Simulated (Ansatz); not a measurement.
## Zone-centre modes in Mo

Level of theory: Ansatz, DFT r2SCAN, scalar-relativistic, plane waves, PAW. Settings: plane waves to 500 eV, k-mesh 24×24×24 (Γ-centred), Gaussian smearing 0.15 eV. No spin polarisation.

The starting cell (relaxed at this level; this form isn't the usual structure):

```
Mo
1.0
     2.74882    0.00000    0.00000
     1.37441   -2.38055   -2.53390
     1.37441    2.38055   -2.53390
Mo
2
Direct
  0.25000 0.75000 0.75000
  0.75000 0.25000 0.25000
```

Harmonic modes by finite displacements of 0.02 Å, without the LO–TO term. The cell doubles the primitive one, so its zone centre also holds the primitive cell's point q = (0, 1/2, 1/2).

At this geometry, is the structure stable against these modes?

Yes: no mode is imaginary beyond 10 cm⁻¹, and only the three translations lie near zero.

List the wavenumbers in cm⁻¹.

0, 0, 0, 44, 223, 270.

Cost: 1 run of about 18 core-minutes, on Intel Xeon 6975P-C (Granite Rapids) (shared hosts).